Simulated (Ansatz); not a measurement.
PbS (rock salt)

```
CELL_PARAMETERS angstrom
      0.00000     6.00891     6.00891
      3.00445     0.00000     3.00445
      3.00445     3.00445     0.00000
ATOMIC_POSITIONS crystal
  S  0.00000 0.00000 0.00000
  S  0.50000 0.00000 0.00000
  Pb 0.25000 0.50000 0.50000
  Pb 0.75000 0.50000 0.50000
```

A phonon eigenvector at L = (0.5, 0.0, 0.0) is frozen into this cell: atom i moves by Q times the vector below, so Q is the largest atomic displacement, in Å. The cell is held. It is one choice among 2 degenerate patterns. (q is in reciprocal vectors of the primitive cell; the cell shown is doubled to hold the pattern.)

```csv
atom,x,y,z
Pb3,0.285,-0.520,0.805
Pb4,-0.285,0.520,-0.805
```

Atoms not listed stay in place.

Method: PBE (plane waves to 420 eV, PAW, scalar-relativistic; Ansatz, an electronic-structure program). k mesh 5×10×10 (Γ-centred), Fermi-Dirac smearing 0.05 eV. The energy includes the smearing's −TS. PbS was relaxed with its symmetry unable to fall. Spin-orbit coupling is left out, though Pb is heavy. ΔE is measured from the undisplaced structure.

```tsv
Q (Å)	ΔE (eV/cell)
-0.180	0.0577
-0.120	0.0253
-0.060	0.0063
0.000	0.0000
0.060	0.0063
0.120	0.0253
0.180	0.0577
```

Q: Which DFPT wavenumber at L = (0.5, 0.0, 0.0) belongs to this mode?
(A) 48 cm⁻¹
(B) 103 cm⁻¹
(C) 226 cm⁻¹
(D) 183 cm⁻¹

A: A, 48 cm⁻¹. The curvature of the scan gives 48 cm⁻¹

(For displaced atoms, the force is minus the slope of the energy, and its curvature is a force constant, which sets phonon frequencies.)
